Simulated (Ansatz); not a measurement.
Ga:
Space group Cmce (No. 64); a = 4.4247 Å, b = 7.4924 Å, c = 4.4334 Å, α = β = γ = 90.00°

```
atom  site  symmetry       x       y       z
----  ----  --------  ------  ------  ------
Ga      8f       m..  0.0000  0.3441  0.4153
```
(The calculation used a cell of 4 atoms; values per cell refer to that cell.)

Relaxed at zero pressure with the program Ansatz at the LDA level (PAW).

**Question.** The volume is raised by 6 % and shape and atoms relax at that volume. What pressure results, and how do the axes share the change?

**Answer.** -3.3 GPa; a 2.4 %, b 1.7 %, c 1.8 %; the energy rises by 12 meV/atom.

**Question.** Give the new structure.

**Answer.** 
Space group Cmce (No. 64); a = 4.532 Å, b = 7.620 Å, c = 4.511 Å, α = β = γ = 90.00°

```csv
atom,site,symmetry,x,y,z
Ga,8f,m..,0.0000,0.3435,0.4156
```

The phase is kept; no other phase was compared at this pressure.

The cell was relaxed with LDA under the symmetry of its start; of distortions, only those at the zone centre were tested. Axis ratios of metals converge slowly with the k-mesh, so a and c are less sure than the volume.

Potentials: the earlier of the program's two PAW sets.
